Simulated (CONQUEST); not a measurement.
Consider a self-consistent single point of a model cell of TaAs (P2_13, 8 atoms in the cell; prototype structure).

```xyz
8
Lattice="5.0149 0.0000 0.0000 0.0000 5.0149 0.0000 0.0000 0.0000 5.0149" Properties=species:S:1:pos:R:3 pbc="T T T"
Ta     0.6846     0.6846     0.6846
Ta     3.1921     1.8228     4.3303
Ta     4.3303     3.1921     1.8228
Ta     1.8228     4.3303     3.1921
As     4.2245     4.2245     4.2245
As     1.7171     3.2978     0.7903
As     0.7903     1.7171     3.2978
As     3.2978     0.7903     1.7171
```

All values come from this method and carry its errors: RPBE, numerical atomic orbitals double-zeta with polarisation (the shipped basis), PseudoDojo norm-conserving potentials made for PBE run with CONQUEST.

CONQUEST settings:

```
key                                                   value
---------------------------  ------------------------------
basis                                                   DZP
Diag.MPMeshX, Y, Z                                    2 2 2
potentials                   PseudoDojo norm-conserving PBE
General.DifferentFunctional                            true
General.FunctionalType                                  103
Grid.GridCutoff                                      140 Ha
DM.SolutionMethod                                    diagon
Diag.SmearingType                                         1
Diag.kT                                         0.003675 Ha
Diag.GammaCentred                                      true
Diag.MPOrder                                              1
minE.SCTolerance                                    1.0e-06
SC.MaxIters                                             100
SC.LinearMixingFactor                                   0.3
SC.KerkerPreCondition                                  true
SC.KerkerFactor                                  0.3 1/bohr
AtomMove.TypeOfRun                                   static
```

Results:

| Item | Result |
|---|---|
| Number of valence electrons | 112 |
| Number of bands | 148 |
| Number of k-points after the program's reduction | 8 |
| Size of the basis | 148 |
| Number of SCF iterations | 9 |
| FFT grid | 60 × 60 × 60 |
| Free energy E − TS | -18639.1122 eV |
| Fermi level (on the code's own zero) | -5.45 eV |
| Pressure | 20.63 GPa |
| Largest force (vector length) | 0.672 eV/Å |

Forces (eV/Å):
```
atom      Fx      Fy      Fz
----  ------  ------  ------
Ta1    0.171   0.171   0.171
Ta2    0.171  -0.171  -0.171
Ta3   -0.171   0.171  -0.171
Ta4   -0.171  -0.171   0.171
As5    0.388   0.388   0.388
As6    0.388  -0.388  -0.388
As7   -0.388   0.388  -0.388
As8   -0.388  -0.388   0.388
```

Stress (GPa, positive for compression):
```
20.63   0.00   0.00
 0.00  20.63   0.00
 0.00   0.00  20.63
```

For comparison: a first run (DFT, PBE, numerical atomic orbitals double-zeta with polarisation (the shipped basis), PseudoDojo norm-conserving potentials made for PBE) was changed to give this one (General.DifferentFunctional: default → true; General.FunctionalType: default → 103), and from it to this one the pressure goes from 17.11 to 20.63 GPa and the largest force goes from 0.642 to 0.672 eV/Å.

Lattice and positions were typed or generated, without prior relaxation. The program uses no crystal symmetry, so grid and mesh can part values that symmetry would make equal. The atom-centred basis is finite, which shifts total energies, pressures and forces against plane waves. The potentials were made for another functional than the one used. No clean gap shows at this smearing width and mesh (spacing up to 0.63 Å⁻¹); the mesh is coarse for partly filled bands, so the values carry mesh errors. At this pressure the cell is far from its equilibrium volume at this level.

Cost on one core: around 3 core-minutes (rough).
